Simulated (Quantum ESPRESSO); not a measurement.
Ge7N (made-up cell) (calculated)

All values are calculated (Quantum ESPRESSO 7.5). Calculation on a made-up crystal cell, not a measurement: periodic Kohn-Sham density functional theory in plane waves with PseudoDojo standard norm-conserving scalar-relativistic pseudopotentials, each functional with its own files (v0.5 for PBE, v0.4.1 for LDA and PBEsol), no spin polarisation, no spin-orbit coupling, atoms not relaxed, stress positive in tension, energies less a fixed whole-eV offset for each atom's element; levels are Kohn-Sham levels at fractions of this cell's reciprocal vectors, counted from the reference band (half the neutral cell's valence electrons, rounded up) at Gamma; error bars cover cutoff and k-mesh only, not smearing or the files; added strain carries the atoms with the cell, and shear is the tensor component; each bar is the largest change over components, and at least 0.002 eV, 0.002 eV per angstrom or 0.02 GPa; energies are for the whole cell, and the offsets were chosen from early runs and are not element reference energies.

```cif
# cell vector a (Å): 5.6763 0.0240 0.0738
# cell vector b (Å): 0.0240 5.6002 0.0162
# cell vector c (Å): 0.0738 0.0162 5.7037
data_Ge7N
_symmetry_space_group_name_H-M 'P 1'
_symmetry_Int_Tables_number 1
_cell_length_a 5.6768
_cell_length_b 5.6003
_cell_length_c 5.7042
_cell_angle_alpha 89.668
_cell_angle_beta 88.513
_cell_angle_gamma 89.510
_cell_volume 181.28
loop_
_atom_site_label
_atom_site_type_symbol
_atom_site_fract_x
_atom_site_fract_y
_atom_site_fract_z
_atom_site_occupancy
Ge1 Ge 0.00342 0.00163 0.03055 1
Ge2 Ge 0.02450 0.47582 0.45779 1
Ge3 Ge 0.50111 0.98097 0.52044 1
Ge4 Ge 0.48491 0.52788 0.98793 1
N1 N 0.24478 0.25391 0.29050 1
Ge5 Ge 0.26008 0.76708 0.73045 1
Ge6 Ge 0.73446 0.26720 0.74227 1
Ge7 Ge 0.75704 0.74131 0.22964 1
_calc_lattice_type 'zincblende/diamond'
_calc_functional 'pbe'
_calc_cutoff 1143  # eV
_calc_fermi_dirac_smearing 0.1  # eV
_calc_scf_tolerance 1e-07  # eV
_calc_electrons_removed 0
_calc_added_strain_kind 'uniform'
_calc_added_strain -0.0141
_calc_k_mesh '6 x 6 x 6, shifted by half a step'
_calc_structure_shown 'before the added strain of -0.0141'
_calc_free_energy_less_offsets 0.653  # eV
_calc_smearing_term_minus_ts -0.05981  # eV
_calc_scf_iterations 11
_calc_pressure 2.221  # GPa
_calc_stress_xx -2.672  # GPa
_calc_stress_yy -3.118  # GPa
_calc_stress_zz -0.873  # GPa
_calc_stress_yz 4.599  # GPa
_calc_stress_xz 3.975  # GPa
_calc_stress_xy -4.043  # GPa
_calc_fermi_level 0.07922  # eV
_calc_reference_band 52
_calc_error_bar_energy 0.004572  # eV
_calc_error_bar_stress 0.02528  # GPa
_calc_error_bar_force 0.009413  # eV/angstrom
_calc_error_bar_next_band_up 0.002  # eV
_calc_error_bar_fermi_level 0.004051  # eV
_calc_error_bars_from 'tighter rerun of a related cell'
```

Atoms:
```tsv
atoms element	atom site	atom energy offset (eV)
Ge	1	-2430
Ge	2	-2430
Ge	3	-2430
Ge	4	-2430
N	5	-283
Ge	6	-2430
Ge	7	-2430
Ge	8	-2430
```

Forces:
```tsv
site	x (eV/Å)	y (eV/Å)	z (eV/Å)
1	1.355	2.526	-1.36
2	0.4948	-0.5428	0.5963
3	2.203	3.053	-3.095
4	-0.2007	-1.533	0.9938
5	-0.03894	-0.4374	-0.8518
6	-4.02	-1.973	1.802
7	1.163	-0.526	0.4493
8	-0.9554	-0.5674	1.466
```

Levels:
```tsv
level k point	next band up (eV)
Gamma	0.7605
(1/2,1/2,1/2)	0.7198
(0.15,0,0)	1.033
(0,0.15,0)	0.937
(0,0,0.15)	1.105
```
